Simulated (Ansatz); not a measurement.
CrO₂ (rutile, P4_2/mnm) at seven volumes, DFT-PBE in the program Ansatz with PAW potentials, shape and atoms relaxed at each. One row is withheld.

| V (Å³/atom) | P (GPa) |
|---|---|
| 8.752 | 27.33 |
| 9.040 | 16.61 |
| 9.329 | 7.59 |
| 9.617 | 0.01 |
| 9.906 | ? |
| 10.194 | -11.50 |
| 10.483 | -15.67 |

Fit the shown pressures and predict the withheld one.

P = (3/2)B₀(x^(7/2) − x^(5/2))[1 + (3/4)(B′ − 4)(x − 1)] with x = (V₀/V)^(2/3). Least squares on the six rows gives V₀ = 9.619 Å³/atom, B₀ = 228 GPa, B′ = 5.09. At V = 9.906, x = 0.9806 and P = -6.22 GPa. The run itself gave -6.30 GPa.

The cell was relaxed with PBE under the symmetry of its start. Magnetic state: ferromagnetic, chosen from 5 collinear starts compared on coarse meshes (ties went to the first, and starts can fall back to one state), not a proven ground state. Textbook magnetic order: ferromagnetic. No Hubbard U is applied.

Potentials: the later of the program's two PAW sets.
